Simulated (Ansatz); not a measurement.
## Profile along the O–Co line in CoO (rock salt)

CoO (rock salt)

```xyz
2
Lattice="0.0000 2.1239 2.1239 2.1239 0.0000 2.1239 2.1239 2.1239 0.0000" Properties=species:S:1:pos:R:3 pbc="T T T"
O      0.0000     0.0000     0.0000
Co     2.1239     2.1239     2.1239
```

Fields along a shortest O–Co line of a {100} plane (2.12 Å), from O to Co, interpolated on the slice's grid (step about 0.2 Å). These are PBE (plane waves to 420 eV, PAW, scalar-relativistic; Ansatz, a first-principles code) values and carry that method's errors. k mesh 19×19×19. Inside the PAW spheres the values are not all-electron values, and peaks at nuclei hang on which shells count as valence. CoO is run spin-polarised and with no Hubbard U; the real compound is an antiferromagnetic insulator, a state that this run doesn't describe. CoO was relaxed with its symmetry unable to fall. Relaxed CoO ends ferromagnetic. The magnetic order is the one the run started from; other orders were not tried.

```json
[
 {"distance from O (Å)": "0.00", "valence electron density (e/Å³)": "7.64", "spin density, up minus down (e/Å³)": "0.56", "electron localisation function": "x", "ELF of the up spins": "x", "ELF of the down spins": "x"},
 {"distance from O (Å)": "0.11", "valence electron density (e/Å³)": "7.42", "spin density, up minus down (e/Å³)": "0.55", "electron localisation function": "x", "ELF of the up spins": "x", "ELF of the down spins": "x"},
 {"distance from O (Å)": "0.21", "valence electron density (e/Å³)": "6.71", "spin density, up minus down (e/Å³)": "0.50", "electron localisation function": "x", "ELF of the up spins": "x", "ELF of the down spins": "x"},
 {"distance from O (Å)": "0.32", "valence electron density (e/Å³)": "5.54", "spin density, up minus down (e/Å³)": "0.40", "electron localisation function": "x", "ELF of the up spins": "x", "ELF of the down spins": "x"},
 {"distance from O (Å)": "0.42", "valence electron density (e/Å³)": "4.07", "spin density, up minus down (e/Å³)": "0.28", "electron localisation function": "0.76", "ELF of the up spins": "0.76", "ELF of the down spins": "0.75"},
 {"distance from O (Å)": "0.53", "valence electron density (e/Å³)": "2.66", "spin density, up minus down (e/Å³)": "0.16", "electron localisation function": "0.81", "ELF of the up spins": "0.81", "ELF of the down spins": "0.81"},
 {"distance from O (Å)": "0.64", "valence electron density (e/Å³)": "1.64", "spin density, up minus down (e/Å³)": "0.08", "electron localisation function": "0.82", "ELF of the up spins": "0.81", "ELF of the down spins": "0.83"},
 {"distance from O (Å)": "0.74", "valence electron density (e/Å³)": "1.03", "spin density, up minus down (e/Å³)": "0.03", "electron localisation function": "0.77", "ELF of the up spins": "0.73", "ELF of the down spins": "0.81"},
 {"distance from O (Å)": "0.85", "valence electron density (e/Å³)": "0.69", "spin density, up minus down (e/Å³)": "0.02", "electron localisation function": "0.60", "ELF of the up spins": "0.51", "ELF of the down spins": "0.72"},
 {"distance from O (Å)": "0.95", "valence electron density (e/Å³)": "0.50", "spin density, up minus down (e/Å³)": "0.02", "electron localisation function": "0.33", "ELF of the up spins": "0.24", "ELF of the down spins": "0.48"},
 {"distance from O (Å)": "1.06", "valence electron density (e/Å³)": "0.42", "spin density, up minus down (e/Å³)": "0.05", "electron localisation function": "0.13", "ELF of the up spins": "0.11", "ELF of the down spins": "0.18"},
 {"distance from O (Å)": "1.17", "valence electron density (e/Å³)": "0.46", "spin density, up minus down (e/Å³)": "0.11", "electron localisation function": "0.08", "ELF of the up spins": "0.11", "ELF of the down spins": "0.05"},
 {"distance from O (Å)": "1.27", "valence electron density (e/Å³)": "0.68", "spin density, up minus down (e/Å³)": "0.23", "electron localisation function": "0.10", "ELF of the up spins": "0.17", "ELF of the down spins": "0.03"},
 {"distance from O (Å)": "1.38", "valence electron density (e/Å³)": "1.27", "spin density, up minus down (e/Å³)": "0.45", "electron localisation function": "0.17", "ELF of the up spins": "0.26", "ELF of the down spins": "0.07"},
 {"distance from O (Å)": "1.48", "valence electron density (e/Å³)": "2.58", "spin density, up minus down (e/Å³)": "0.78", "electron localisation function": "0.31", "ELF of the up spins": "0.37", "ELF of the down spins": "0.22"},
 {"distance from O (Å)": "1.59", "valence electron density (e/Å³)": "5.43", "spin density, up minus down (e/Å³)": "1.33", "electron localisation function": "0.53", "ELF of the up spins": "0.53", "ELF of the down spins": "0.52"},
 {"distance from O (Å)": "1.70", "valence electron density (e/Å³)": "11.31", "spin density, up minus down (e/Å³)": "2.32", "electron localisation function": "0.76", "ELF of the up spins": "0.73", "ELF of the down spins": "0.80"},
 {"distance from O (Å)": "1.80", "valence electron density (e/Å³)": "21.86", "spin density, up minus down (e/Å³)": "4.11", "electron localisation function": "x", "ELF of the up spins": "x", "ELF of the down spins": "x"},
 {"distance from O (Å)": "1.91", "valence electron density (e/Å³)": "36.79", "spin density, up minus down (e/Å³)": "6.84", "electron localisation function": "x", "ELF of the up spins": "x", "ELF of the down spins": "x"},
 {"distance from O (Å)": "2.01", "valence electron density (e/Å³)": "51.15", "spin density, up minus down (e/Å³)": "9.71", "electron localisation function": "x", "ELF of the up spins": "x", "ELF of the down spins": "x"},
 {"distance from O (Å)": "2.12", "valence electron density (e/Å³)": "57.28", "spin density, up minus down (e/Å³)": "11.07", "electron localisation function": "x", "ELF of the up spins": "x", "ELF of the down spins": "x"}
]
```

x: too close to a nucleus for the ELF to mean much.

Density on the O–Co line (2.12 Å) at its midpoint: 0.42 e/Å³. ELF at that point: 0.13.
